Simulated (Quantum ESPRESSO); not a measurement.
GaIn2AlP4, convergence and cost over cutoff and k mesh

Computed values, not a measurement. The program is pw.x of Quantum ESPRESSO 7.5 (plane-wave density functional theory). The cell is made up: 8 atoms on a zincblende/diamond lattice, with randomly drawn elements, strain and displacements, not relaxed. PseudoDojo standard norm-conserving files (v0.5 for PBE, v0.4.1 for LDA and PBEsol) set the functional; there is no spin polarisation, spin-orbit coupling or dispersion term, and the masses in the input are unused placeholders.

Input of the run in row 2:

```
&control calculation='scf', pseudo_dir='./dojo.nc.sr.pbe.v0_5.standard.upf', outdir='./o', disk_io='low', tprnfor=.true., tstress=.true. /
&system ibrav=0, nat=8, ntyp=4, nbnd=37, ecutwfc=79.96652505, nosym=.true., tot_charge=0,
 occupations='smearing', smearing='fd', degauss=0.0018374661
/
&electrons conv_thr=7.350e-09, electron_maxstep=60, /
ATOMIC_SPECIES
Al 1.0 Al.upf
Ga 1.0 Ga.upf
In 1.0 In.upf
P 1.0 P.upf
CELL_PARAMETERS angstrom
5.48 -0.0188 -0.0405
-0.0188 5.5128 0.0392
-0.0405 0.0392 5.6232
ATOMIC_POSITIONS angstrom
Ga -0.0197 0.021 0.004
In -0.0011 2.7561 2.8428
In 2.7511 0.0394 2.7663
Al 2.745 2.7173 -0.0363
P 1.3636 1.3524 1.4082
P 1.3455 4.1261 4.2628
P 4.0709 1.364 4.1986
P 4.0614 4.1271 1.3882
K_POINTS automatic
4 4 4 1 1 1
```

The same cell was run at these settings. Meshes are shifted by half a step, and differences are from the last row, which is itself not exact.

| cutoff (eV) | k mesh | k points solved | threshold (eV) | free energy less the last row's (eV) | pressure (GPa) | largest stress difference (GPa) | largest force difference (eV/Å) | iterations | wall time (s) | k-point pools | processor |
| --- | --- | --- | --- | --- | --- | --- | --- | --- | --- | --- | --- |
| 762 | 2 x 2 x 2 | 4 | 1e-04 | 2.281 | -5.51 | 15.66 | 0.035 | 7 | 11 | 4 | Intel Xeon, 2023 or later |
| 1088 | 4 x 4 x 4 | 32 | 1e-07 | 0.007 | 10.12 | 0.01 | 0.001 | 10 | 62 | 4 | Intel Xeon, 2023 or later |
| 1377 | 6 x 6 x 6 | 108 | 1e-07 | 0.000 | 10.13 | 0.00 | 0.000 | 10 | 297 | 4 | Intel Xeon, 2023 or later |

Each pool is one process. Wall times include start-up and a band step at six k points, which weighs most on the coarsest meshes. The runs were on shared virtual cores whose load varied, so times are rough.